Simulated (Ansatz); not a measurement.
Input file for Ansatz (a quantum-chemistry and plane-wave program):

Ansatz 0.2 input:
```yaml
crystal:
  lattice:
    - [3.985215437, 0.0, 0.0]
    - [-1.9926077185, 3.451297808, 0.0]
    - [0.0, 0.0, 6.5834929667]
  atoms:
    - { symbol: Be, position: [0.6666666667, 0.3333333333, 0.500790255] }
    - { symbol: Be, position: [0.3333333333, 0.6666666667, 0.000790255] }
    - { symbol: Te, position: [0.6666666667, 0.3333333333, 0.874209745] }
    - { symbol: Te, position: [0.3333333333, 0.6666666667, 0.374209745] }
kpoints:
  mp_grid: { grid: [8, 8, 4] }
hamiltonian:
  xc: r2scan
  pseudopotentials: { kind: paw }
scf:
  occupations: { method: fixed }
checkpoint: { read: static.run }
output: { bader: true, populations: true }
```

Output (shortened):

```
Pseudopotential: Be, paw, valence charge 2
Pseudopotential: Te, paw, valence charge 16
Functional definition: r2SCAN
Crystal: 4 atoms, lattice volume = 90.550 Å³
Basis set: ecut = 500 eV, 2311 PW (Γ), exchange–correlation on 120×120×200 points (64 copies of the dense FFT grid, shifted against one another)
Bands: 22, of which v1, the nominal top of the filled ones, is band 18 counted from 1 (17 counted from 0)
Symmetry: 12 space group operations
Space group: P63mc (ITA 186), of the structure as read, at distance tolerance 4.5e-5 Å
k-points: 30 of 256 (time reversal used)
Stability of the state it starts from, as read at its close in the unpolarized treatment …
iter 1 solved again at ethr=2.02e-6 eV; its pass at ethr=3.10e-3 eV (dr2=7.28e-4 eV) is discarded
SCF iter   1: F=—  HF=-14178.153504 eV  |F-HF|=—  |Δ(HF+E_count)|=         —  Δρ=1.36e-6  dr2=2.20e-9  dr2_τ=5.24e-11  ethr=2.02e-6  ⟨swp⟩=2.8  Hψ=4407  notcnv=0  defer=58
preconditioner: auto → Resta (q_TF=auto, 2.340 Å⁻¹)
SCF iter   2: F=—  HF=-14178.153501 eV  |F-HF|=—  |Δ(HF+E_count)|=   2.20e-6  Δρ=4.97e-7  dr2=2.58e-10  dr2_τ=5.43e-11  ethr=6.11e-12  ⟨swp⟩=8.3  Hψ=3528  notcnv=0
SCF iter   3: F=-14178.153501 eV  HF=-14178.153501 eV  |F-HF|=2.36e-11  |Δ(HF+E_count)|=  8.37e-11  Δρ=3.45e-7  dr2=1.27e-10  dr2_τ=4.22e-12  ethr=1.00e-12  ⟨swp⟩=1.3  Hψ=1458  notcnv=0
SCF 1 converged in 3 iterations: F = -14178.153501 eV  dr2 = 1.27e-10
SCF converged after 3 iterations
Free energy (F): -14178.153501 eV
Harris-Foulkes:  -14178.153501 eV  (|F-HF|=2.36e-11)
Internal energy: -14178.153501 eV  (E = F + TS)
E sigma→0 (E₀):  -14178.153501 eV
Fermi energy:    7.168629 eV
--- Per-component energies (eV) ---
  E_band       = -565.830901
  E_kinetic    = 398.447862
  E_local      = -2764.839559  (includes V_loc(G=0)·N_el)
  E_nonlocal   = -611.124710
  E_hartree    = 1725.458110
  E_xc         = -266.950176
  E_vxc        = -265.824644  (∫ρ·V_xc dr)
  E_paw        = -9496.373649  (= ΣΔE_a)
  E_vpaw       = -788.525126  (= ΣTr[D̂ρ^β])
  E_aug_tail   = -0.000066  (compensation charges beyond the density's cutoff)
  E_vtau       = 15.118701  (kinetic-family band-sum trace: ∫τ·v_τ [+ j·A + Jᵃ·Aᵃ] dr)
  E_ewald      = -3163.316970
  E_core_change = 0.545657  (= ΣΔE_core)
  E_smearing   =  0.000000  (= −TS)
  E_closure    =  0.000000  (closes the sum)
  Σ components = -14178.153501   (vs F -14178.153501, Δ=0.00e0)
  [band-id]    e_kinetic+e_local+e_nonlocal+2·e_hartree+e_vxc+e_vpaw+e_augmentation_tail+e_vtau = -565.831323   (vs E_band -565.830901, Δ=-4.22e-4)
--- Band table (eV; the first three rows and the last of 30) ---
  k-point 0: bands = ["-29.9405", "-29.9383", "-29.9367", "-29.9367", "-29.9350", "-29.9350", "-29.9209", "-29.9209", "-29.9187", "-29.9187", "-5.6377", "-4.2605", "1.3801", "5.9171", "5.9171", "6.9679", "7.1686", "7.1686", "10.3743", "10.9674", "10.9674", "11.0960"]
  k-point 1: bands = ["-29.9402", "-29.9386", "-29.9365", "-29.9365", "-29.9353", "-29.9353", "-29.9205", "-29.9205", "-29.9190", "-29.9190", "-5.4862", "-4.5371", "2.0336", "5.6855", "6.0630", "6.0630", "6.9328", "6.9328", "10.5042", "11.2139", "11.2139", "11.3211"]
  k-point 2: bands = ["-29.9394", "-29.9394", "-29.9359", "-29.9359", "-29.9359", "-29.9359", "-29.9197", "-29.9197", "-29.9197", "-29.9197", "-5.0683", "-5.0683", "3.6561", "3.6561", "6.4561", "6.4561", "6.4561", "6.4561", "10.8682", "10.8682", "11.8175", "11.8175"]
  k-point 29: bands = ["-29.9376", "-29.9376", "-29.9341", "-29.9341", "-29.9333", "-29.9333", "-29.9195", "-29.9195", "-29.9184", "-29.9184", "-3.8395", "-3.8395", "1.9116", "1.9116", "3.4318", "3.4318", "5.3712", "5.3712", "10.8150", "10.8150", "12.5893", "12.5893"]
--- Löwdin populations: 4 sites ---
  site symbol       q [e]
     0     Be      0.6924
     1     Be      0.6924
     2     Te     16.9360
     3     Te     16.9360
  spilling = 0.020646 (of n_electrons = 36.000000)
--- Bader charges: 4 sites ---
  site symbol  charge [e]  shift [e]
     0     Be      1.5489     0.0001
     1     Be      1.5489     0.0001
     2     Te     -1.5489     0.0001
     3     Te     -1.5489     0.0001
  shift: an alarm, by how much a part of what the PAW files miss would move the charge. Where it is large, compare
  with a run on PAW files of another source; a small one proves nothing
  estimated error of the sums over rays = 3.0e-4 e
```

Cost: around 50 core-seconds (rough) on shared cores.

Space group P6_3mc (wurtzite). The workflow started from a Materials Project entry (that database holds measured and hypothetical structures alike); the Crystallography Open Database copy checked does not list it. COD files the formula under space group No. 216, so this cell is another polymorph or a model. Its standing as an ambient phase is unchecked. Symmetry was held in the r²SCAN relaxation; whether a distortion lowers the energy is not shown. Spin–orbit coupling is left out wherever it is not named.

Potentials: the later of the program's two PAW sets.

Ansatz is a plane-wave DFT program.
